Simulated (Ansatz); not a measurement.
One starting cell of Ge2Sb2Te5 (a generated trial cell of Ge2Sb2Te5 in the Ge2Sb2Te5-Petrov structure type) was relaxed twice with Ansatz (plane waves, PAW, scalar-relativistic): with PBEsol at 420 eV and with PBE at 420 eV. The PBEsol result:

```
CELL_PARAMETERS angstrom
      4.20397     0.00000     0.00000
     -2.10199     3.64075     0.00000
      0.00000     0.00000    17.09212
ATOMIC_POSITIONS crystal
  Te 0.00000 0.00000 0.00000
  Sb 0.66667 0.33333 0.11659
  Sb 0.33333 0.66667 0.88341
  Te 0.33333 0.66667 0.21889
  Te 0.66667 0.33333 0.78111
  Ge 0.00000 0.00000 0.33806
  Ge 0.00000 0.00000 0.66194
  Te 0.66667 0.33333 0.42064
  Te 0.33333 0.66667 0.57936
```

```tsv
quantity	PBEsol	PBE
space group	P-3m1	P-3m1
volume (Å³/atom)	29.07	[?]
a (Å)	4.204	[?]
c (Å)	17.092	[?]
gap (eV, no spin-orbit coupling)	0.00	[?]
```

Problem. Fill in the PBE column.

Solution. 
- volume (Å³/atom), PBE: 31.59
- a (Å), PBE: 4.265
- c (Å), PBE: 18.047
- gap (eV, no spin-orbit coupling), PBE: 0.10

Both levels end in the same structure; PBE's volume is 8.7 % larger; its gap is 0.10 eV larger, so that PBEsol closes a gap that the other level keeps; so large a difference can point to a flat energy valley, in which neither volume is well fixed. Neither column is exact.

No spin polarisation in the result. Spin-orbit coupling is missing; with elements this heavy it can move band edges by tenths of an eV or more.

The run could not lose the symmetry of its start.

The first start was generated by placing the elements on the sites of a structure type. Materials Project lists a structure of Ge2Sb2Te5 in the same space group, P-3m1 (No. 164); the sites were not compared with it, nor with measured phases.

Ansatz is a first-principles code.
